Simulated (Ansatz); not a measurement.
Input:

LuPO4:
```yaml
crystal:
  lattice:
    - [-3.39820, 3.39820, 2.97734]
    - [3.39820, -3.39820, 2.97734]
    - [3.39820, 3.39820, -2.97734]
  atoms:
    - { symbol: Lu, position: [0.75000, 0.25000, 0.50000] }
    - { symbol: Lu, position: [0.00000, 0.00000, 0.00000] }
    - { symbol: P, position: [0.50000, 0.50000, 0.00000] }
    - { symbol: P, position: [0.25000, 0.75000, 0.50000] }
    - { symbol: O, position: [0.51459, 0.33795, 0.17663] }
    - { symbol: O, position: [0.08795, 0.41132, 0.32337] }
    - { symbol: O, position: [0.16132, 0.33795, 0.82337] }
    - { symbol: O, position: [0.08795, 0.76459, 0.67663] }
    - { symbol: O, position: [0.23541, 0.91205, 0.32337] }
    - { symbol: O, position: [0.66205, 0.48541, 0.82337] }
    - { symbol: O, position: [0.58868, 0.91205, 0.67663] }
    - { symbol: O, position: [0.66205, 0.83868, 0.17663] }
```

This is the r²SCAN-relaxed structure.

Question: All from plane-wave PAW r²SCAN (Ansatz code), unless another level is named. Give the electron effective mass with spin–orbit coupling.

Answer: 0.46, 0.46, 0.49 mₑ (principal values).

Question: Give the weight of the valence-edge state by species (Voronoi cells).

Answer: O 98 %.

Question: And the valence-band maximum?

Answer: at Γ.

Space group I4_1/amd. The workflow started from an entry of the Crystallography Open Database (COD, 298 K). Its standing as an ambient phase is unchecked. The cell was relaxed with r²SCAN under the symmetry of its start; its stability against distortions is not shown here. Scalar-relativistic: spin–orbit coupling is off unless named, which matters more the heavier the elements.

Potentials: the later of the program's two PAW sets.

Edges and masses are those of Kohn–Sham bands, whose gap is no quasiparticle gap.
